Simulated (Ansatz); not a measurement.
TiC (rock salt)

```cif
data_C4Ti4
_chemical_formula_sum 'C4 Ti4'
_space_group_name_H-M_alt 'Fm-3m'
_space_group_IT_number 225
_space_group_name_Hall '-F 4 2 3'
_cell_length_a 4.33303
_cell_length_b 4.33303
_cell_length_c 4.33303
_cell_angle_alpha 90.000
_cell_angle_beta 90.000
_cell_angle_gamma 90.000
loop_
_atom_site_label
_atom_site_type_symbol
_atom_site_symmetry_multiplicity
_atom_site_Wyckoff_symbol
_atom_site_fract_x
_atom_site_fract_y
_atom_site_fract_z
_atom_site_occupancy
C1 C 4 a 0.00000 0.00000 0.00000 1
Ti1 Ti 4 b 0.50000 0.50000 0.50000 1
```
(The calculation used a cell of 2 atoms; values per cell refer to that cell.)

E(V) scan at fixed shape, V₀ the volume above. Symmetry pins the atoms to their sites.

These are PBE (plane waves to 420 eV, PAW, scalar-relativistic; Ansatz, a first-principles code) values and carry that method's errors. k mesh 18×18×18 (Γ-centred), Fermi-Dirac smearing 0.05 eV. The energy includes the smearing's −TS. Compression counts positive. TiC is run without spin polarisation. TiC was relaxed with its symmetry unable to fall. ΔE is measured from the relaxed starting cell.

| V (Å³/atom) | ΔE (meV/atom) | P (GPa) |
|---|---|---|
| 9.559 | 32 | 17.5 |
| 9.661 | 22 | 14.2 |
| 9.762 | 14 | 11.1 |
| 9.864 | 8 | 8.1 |
| 9.966 | 3 | 5.3 |
| 10.067 | 1 | 2.6 |
| 10.169 | 0 | 0.0 |
| 10.271 | 1 | -2.4 |
| 10.373 | 3 | -4.8 |
| 10.474 | 7 | -7.0 |
| 10.576 | 12 | -9.1 |
| 10.678 | 18 | -11.1 |
| 10.779 | 26 | -13.0 |

Read from the data:

| Quantity | Value |
|---|---|
| Pressure at the smallest volume | 17.5 GPa |
| Energy cost of the largest compression | 32 meV/atom |
| Energy cost of the largest expansion | 26 meV/atom |
| Bulk modulus B₀ (third-order Birch-Murnaghan fit) | 250 GPa |
| Pressure derivative B₀′ (fit) | 4.0 |
| Equilibrium volume of the fit | 10.17 Å³/atom |
| Pressure for 5 % compression (fit) | 14.2 GPa |

(A scan under strain: stresses follow from slopes of the energy per volume, elastic moduli from its curvatures.)
